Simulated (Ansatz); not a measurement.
Given:

Bi:
```cif
data_Bi2
_chemical_formula_sum 'Bi2'
_space_group_name_H-M_alt 'P 1'
_space_group_IT_number 1
_cell_length_a 4.68010
_cell_length_b 4.68010
_cell_length_c 4.68010
_cell_angle_alpha 57.826
_cell_angle_beta 57.826
_cell_angle_gamma 57.826
loop_
_space_group_symop_operation_xyz
  'x, y, z'
loop_
_atom_site_label
_atom_site_type_symbol
_atom_site_fract_x
_atom_site_fract_y
_atom_site_fract_z
_atom_site_occupancy
Bi1 Bi 0.23669 0.23669 0.23669 1
Bi2 Bi 0.76331 0.76331 0.76331 1
```

This is the PBEsol-relaxed structure.

Question: All from plane-wave PAW PBEsol (Ansatz code), unless another level is named. Predict the Debye temperature from the elastic constants.

Answer: 115 K.

Question: Next, the highest zone-centre frequency?

Answer: 96 cm^-1.

Space group R-3m (A7 (α-As type)). The PBEsol relaxation kept the symmetry of its start. As this level gives no gap, shear constants depend on the k-mesh and smearing (Fermi–Dirac, 0.1 eV here). As this level gives no gap, phonon frequencies hold no LO–TO term and depend on the k-mesh and smearing (Fermi–Dirac, 0.1 eV here). Scalar-relativistic: spin–orbit coupling is off unless named, which matters more the heavier the elements.

Potentials: the earlier of the program's two PAW sets. The files were generated under PBE; for other functionals the program regenerates the frozen cores, and for LDA and PBEsol the local potential too.
